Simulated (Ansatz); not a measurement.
Nb$_{2}$O$_{5}$ in space group Pmmn (No. 59; Nb on 4e, O on 2a, O on 4e, O on 4e), DFT-PBE in the program Ansatz with PAW potentials. The conduction-band minimum lies at Γ, with 1 equivalent valley. Second derivatives d²E/dk² of the lowest band at one valley (eV·Å²), along Cartesian directions:

```json
[
 {"direction": "[100]", "d²E/dk²": "14.72"},
 {"direction": "[010]", "d²E/dk²": "3.869"},
 {"direction": "[001]", "d²E/dk²": "13.34"},
 {"direction": "[110]", "d²E/dk²": "9.295"},
 {"direction": "[101]", "d²E/dk²": "14.03"},
 {"direction": "[011]", "d²E/dk²": "8.606"}
]
```

Task: Find the principal effective masses, the density-of-states mass and the conductivity mass.

Result: Off-diagonal terms follow from H_xy = H[110] − (H_xx + H_yy)/2, and m*/mₑ = 7.620 eV·Å² over each eigenvalue: 0.52, 0.57, 2.0. One valley's DOS mass (m₁m₂m₃)^(1/3) = 0.84, conductivity mass 3/(Σ 1/mᵢ) = 0.72 mₑ.

Task: What effective density of states Nc follows at 300 K for parabolic valleys?

Result: Nc = 2.509e19 × 1 × (0.84)^(3/2) ≈ 1.9e19 cm⁻³.

The start of the workflow was typed in or built on a structure type; neither database checked (COD, Materials Project) lists it. COD files the formula under space group No. 3, 15, 139. Its standing as an ambient phase is unchecked. Symmetry was held in the PBE relaxation; whether a distortion lowers the energy is not shown. The workflow began spin-polarised and lost its moments. Scalar-relativistic: spin–orbit coupling is off unless named, which matters more the heavier the elements.

Potentials: the earlier of the program's two PAW sets.

Edges and masses are those of Kohn–Sham bands, whose gap is no quasiparticle gap.
